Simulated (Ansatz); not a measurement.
ScAg (CsCl type, Pm-3m) under volume change, DFT-LDA in the program Ansatz with PAW potentials, scaled uniformly.

```csv
V (Å³/atom),E − E(relaxed) (meV/atom),P (GPa)
16.935,(withheld),(withheld)
17.493,(withheld),(withheld)
18.051,5.7,3.34
18.609,0.0,0.00
19.168,5.1,-2.83
19.726,19.3,-5.24
20.284,41.1,-7.26
```

Some entries are withheld; supply them.


- 17.493, E − E(relaxed) (meV/atom): 24.0
- 17.493, P (GPa): 7.27
- 16.935, E − E(relaxed) (meV/atom): 57.1
- 16.935, P (GPa): 11.89

What does a third-order Birch–Murnaghan fit give for V₀, B₀ and B′?

V₀ = 18.61 Å³/atom, B₀ = 102 GPa, B′ = 4.5.

The first step of the workflow began from a Materials Project structure, measured or hypothetical; the Crystallography Open Database files this formula in space group No. 221, but the cells were not matched. Its standing as an ambient phase is unchecked. The LDA relaxation kept the symmetry of its start; of distortions, only those at the zone centre were tested. The run is not spin-polarised.

Potentials: the later of the program's two PAW sets.
